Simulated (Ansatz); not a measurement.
This guess for Tm3C2 is about to be relaxed.

```cif
data_structure
_symmetry_space_group_name_H-M 'P6/mmm'
_symmetry_Int_Tables_number 191
_cell_length_a 5.0223
_cell_length_b 5.0223
_cell_length_c 5.2778
_cell_angle_alpha 90.000
_cell_angle_beta 90.000
_cell_angle_gamma 120.000
_cell_volume 115.29
loop_
_atom_site_label
_atom_site_type_symbol
_atom_site_symmetry_multiplicity
_atom_site_Wyckoff_symbol
_atom_site_fract_x
_atom_site_fract_y
_atom_site_fract_z
_atom_site_occupancy
Tm1 Tm 3 g 0.50000 0.00000 0.50000 1
C1 C 2 e 0.00000 0.00000 0.85548 1
```

These are results of DFT PBE, scalar-relativistic, plane waves, PAW, and for the lanthanide a 4f-in-core norm-conserving potential (Ansatz 0.2.0), not measurements. Cutoff 690 eV, Gaussian smearing, Γ-centred meshes. Cell and atoms relax first on a coarse mesh and then on a finer one. In between, the cell is made exact in the group found at 0.06 Å. In metals the finer mesh still leaves noise of several meV/atom or more. The steps can't lower the symmetry of their start. No spin polarisation.

A guess keeps its type if space group and coordination stay and the shape of the cell changes little (axis ratios within about 15 %, angles within 6°); the volume may change.

**Question.** Does this structure survive the relaxation?

**Answer.** It doesn't keep its type. The symmetry stays P6/mmm (No. 191). The volume per atom shrinks by 6.3 %, from 23.1 to 21.6 Å³. The shortest distance goes from 1.53 Å (C–C) to 1.30 Å (C–C). The ratio c/a of the conventional cell changes by a factor of 0.60. Counting neighbours within 15 % of an atom's shortest distance, the start has C 1, Tm 4 and the end C 1, Tm 8. In detail, at the end Tm has 4 Tm at 2.92 Å, 4 C at 3.15 Å, 2 Tm at 3.67 Å and 4 C at 3.83 Å; C has 1 C at 1.30 Å, 1 C at 2.37 Å, 6 Tm at 3.15 Å, 2 C at 3.67 Å and 6 Tm at 3.83 Å.

```xyz
5
Lattice="5.8313 0.0000 0.0000 -2.9157 5.0501 0.0000 0.0000 0.0000 3.6701" Properties=species:S:1:pos:R:3 pbc="T T T"
Tm    2.9157    0.0000    1.8350
Tm   -1.4578    2.5250    1.8350
Tm    1.4578    2.5250    1.8350
C     0.0000    0.0000    3.0205
C     0.0000    0.0000    0.6496
```

Formation energies are uncorrected and refer to the elements' standard structures at the same level.

**Question.** At what energy does it end?

**Answer.** +1.29 eV/atom. It can't be a ground state, since the elements alone are lower.

The last run used a 6×6×10 mesh (in the run's order of axes) for its 5-atom cell and Gaussian smearing of 0.10 eV. An odd number of valence electrons (the lanthanide is held trivalent, its 4f shell in the core) allows no gap without spin; another valence of the lanthanide, a larger cell or a magnetic state could open one. The reference form of C is held partly by dispersion forces, which this level lacks. Symmetry constrained the relaxation, so the result can be a saddle point. Another cell of Tm3C2 relaxed alike, in P-4m2, lies 1.25 eV/atom lower, so this cell isn't the stable form at this level.

The lanthanide is trivalent by construction, without f bands, f moments or other valences. The reference runs of the other elements, and any phases without the lanthanide, used 420 eV, which shifts energies against them by under 10 meV/atom. The lanthanide's reference is the lowest of its hcp, dhcp and fcc cells.
